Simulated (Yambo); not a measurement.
TlAlF$_{4}$ (space group P4/mmm, No. 123); a = b = 3.7011 Å, c = 6.4333 Å, α = β = γ = 90.00°. With the G0W0 scissor the direct gap on the mesh is 7.12 eV. Axes are Cartesian, with cell vectors (Å) (3.70, 0.00, 0.00), (0.00, 3.70, 0.00), (0.00, 0.00, 6.43).

### Question
Can the lowest exciton of this BSE run be trusted, and with what binding energy? (Yambo, PBEsol bands; 8×8×4 mesh, 13 valence and 4 conduction bands, static screening with 52 bands and a 3 Ry block, scissor 2.77 eV, Tamm-Dancoff.)

### Answer
The mesh holds a bound state, but the numbers are provisional. These are vertical excitations (zero momentum); the indirect quasiparticle gap, about 6.94 eV, is smaller than the direct one (7.12 eV on the GW mesh). The lowest state lies at 6.10 eV (strong for light along x, 2 states within 2 meV), the direct quasiparticle gap on this mesh at 7.12 eV. Its binding energy, counted from that gap, is 1.02 eV; it spreads over about 37 k points of the mesh. On a 4×4×2 mesh the same difference is 1.24 eV, so it isn't converged. The scissor comes from a G0W0 run whose convergence isn't established. Spin-orbit coupling is left out; with 6p states at a band edge it can lower the gap by many tenths of an eV, most of a small gap.

The standard potential for Tl keeps a d shell in the valence without the s and p states of that shell. In tests on such compounds this moved G0W0 gaps by up to about 0.9 eV, so absolute quasiparticle energies here are unreliable; differences between settings are what counts.

Geometry relaxed with PBE+D3(BJ).
